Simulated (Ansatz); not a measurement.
Consider the following.

ZrSnTe:
```cif
data_Sn2Te2Zr2
_chemical_formula_sum 'Zr2 Sn2 Te2'
_space_group_name_H-M_alt 'P4/nmm :1'
_space_group_IT_number 129
_space_group_name_Hall 'P 4ab 2ab -1ab'
_cell_length_a 4.04165
_cell_length_b 4.04165
_cell_length_c 8.68568
_cell_angle_alpha 90.000
_cell_angle_beta 90.000
_cell_angle_gamma 90.000
loop_
_space_group_symop_operation_xyz
  'x, y, z'
  '-y+1/2, x+1/2, z'
  '-x, -y, z'
  'y+1/2, -x+1/2, z'
  'x+1/2, -y+1/2, -z'
  '-y, -x, -z'
  '-x+1/2, y+1/2, -z'
  'y, x, -z'
  '-x+1/2, -y+1/2, -z'
  'y, -x, -z'
  'x+1/2, y+1/2, -z'
  '-y, x, -z'
  '-x, y, z'
  'y+1/2, x+1/2, z'
  'x, -y, z'
  '-y+1/2, -x+1/2, z'
loop_
_atom_site_label
_atom_site_type_symbol
_atom_site_symmetry_multiplicity
_atom_site_Wyckoff_symbol
_atom_site_fract_x
_atom_site_fract_y
_atom_site_fract_z
_atom_site_occupancy
Zr1 Zr 2 c 0.50000 0.00000 0.26459 1
Sn1 Sn 2 a 0.00000 0.00000 0.00000 1
Te1 Te 2 c 0.00000 0.50000 0.38172 1
```

This is the PBEsol-relaxed structure.

**Question.** All from plane-wave PAW PBEsol (Ansatz code), unless another level is named. Estimate the highest zone-centre frequency.

**Answer.** 216 cm⁻¹.

**Question.** Next, the bulk modulus (Birch–Murnaghan fit)?

**Answer.** 932 kbar.

The first step of the workflow began from a Materials Project structure, measured or hypothetical; the Crystallography Open Database copy checked does not list it. Its standing as an ambient phase is unchecked. The cell was relaxed with PBEsol under the symmetry of its start; of distortions, only those at the zone centre were tested. No spin polarisation was allowed. As this level gives no gap, phonon frequencies hold no LO–TO term and depend on the k-mesh and smearing (Fermi–Dirac, 0.1 eV here). Scalar-relativistic: spin–orbit coupling is off unless named, which matters more the heavier the elements.

Potentials: the later of the program's two PAW sets.
